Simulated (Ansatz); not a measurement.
Q: Name crystals whose computed values (r²SCAN (plane waves, PAW; program Ansatz)) fall in these windows: electron conductivity mass (mₑ) 0.55 to 0.66; B₀ by P(V) fit (GPa) 36 to 47.

A: 

| crystal | electron conductivity mass (mₑ) | B₀ by P(V) fit (GPa) |
|---|---|---|
| Li2SiS3, Cmc2_1 (Li on 8b, Si on 4a, S on 8b, S on 4a) | 0.60 | 39.3 |
| Pb3O4, Pbam (Pb on 4g, Pb on 2d, O on 4g, O on 4h) | 0.56 | 38.4 |
| CsLaS2, R-3m (Cs on 3a, La on 3b, S on 6c) | 0.59 | 39.2 |
| NaF, P6_3/mmc (Na on 2d, F on 2c) | 0.62 | 42.2 |
| SrBiIO2, Cmcm (Sr on 4c, Bi on 4c, I on 4c, O on 8e) | 0.56 | 36.6 |
Others may fit too.

Typed or built starts, not in the databases checked: NaF, P6_3/mmc (Na on 2d, F on 2c). Not the usual ambient phase: NaF, P6_3/mmc (Na on 2d, F on 2c). Standing as an ambient phase not checked: Li2SiS3, Cmc2_1 (Li on 8b, Si on 4a, S on 8b, S on 4a); Pb3O4, Pbam (Pb on 4g, Pb on 2d, O on 4g, O on 4h); CsLaS2, R-3m (Cs on 3a, La on 3b, S on 6c); SrBiIO2, Cmcm (Sr on 4c, Bi on 4c, I on 4c, O on 8e). All cells were relaxed under the symmetry of their starts (and spin orders); stability against distortions was not tested throughout. Scalar-relativistic: spin–orbit coupling is off unless named, which matters more the heavier the elements.

Potentials: the later of the program's two PAW sets.
